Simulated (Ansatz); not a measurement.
# Al: an elastic constant from a strain scan

Theory: DFT PBEsol+D3(BJ), scalar-relativistic, plane waves, PAW (Ansatz 0.2.0). The runs took a 420 eV cutoff, a Γ-centred 26×26×26 mesh and Gaussian smearing (0.15 eV). No spin polarisation. Energies are free energies at this smearing, counted from the undisturbed cell; pressure is positive in compression.

The undisturbed cell (relaxed at this level):

```
CELL_PARAMETERS angstrom
0.00000 1.98128 1.98128
1.98128 0.00000 1.98128
1.98128 1.98128 0.00000
ATOMIC_POSITIONS crystal
Al 0.00000 0.00000 0.00000
```

The cell is strained by ε times the Voigt pattern (0, 0, 0, 0, 0, 1) (xx, yy, zz, yz, xz, xy; engineering shear) with fractional coordinates fixed. The cell holds 1 atom in V0 = 15.55 Å³. The stress column is τ = (1/V0) dE/dε, got from the stress tensor σ (compression positive) at each point as −det(1 + εP) σ : P(1 + εP)⁻¹, with P the pattern as a tensor.

```
      ε  ΔE (meV/atom)  τ (GPa)
-0.0350          3.123   -1.733
-0.0300          2.330   -1.531
-0.0250          1.638   -1.314
-0.0200          1.059   -1.075
-0.0150          0.599   -0.818
-0.0100          0.265   -0.549
-0.0050          0.066   -0.275
 0.0000          0.000    0.000
 0.0050          0.066    0.275
 0.0100          0.265    0.549
 0.0150          0.599    0.818
 0.0200          1.059    1.075
 0.0250          1.638    1.314
 0.0300          2.330    1.531
 0.0350          3.123    1.733
 0.0400              ?        ?
```

**Question.** Which combination of elastic constants does this scan measure, and how large is it?

**Answer.** For small ε, τ = τ0 + Kε with K = pᵀCp, which for this pattern is C44 in the cubic axes. The parabola through τ at ε = -0.0050, 0 and 0.0050 has slope K = 55 GPa at zero. The energies per cell, E = NΔE, of the wider pair ε = ±0.0300 give K = 2[E(ε₊)/ε₊ − E(ε₋)/ε₋]/[(ε₊ − ε₋)V0] = 53 GPa, in agreement.

**Question.** Predict the withheld row at ε = 0.0400 from the harmonic law, and compare.

**Answer.** ΔE = V0(τ0 ε + Kε²/2)/N = 4.267 meV/atom and τ = 2.20 GPa. The calculation gives 4.012 meV/atom and 1.93 GPa: the energy lies 6 % below the harmonic value.

In a metal these slopes depend on the k mesh and the smearing.

Cost: 9 runs of about 1.1 core-minutes in all, on Intel Xeon 6975P-C (Granite Rapids) (shared hosts).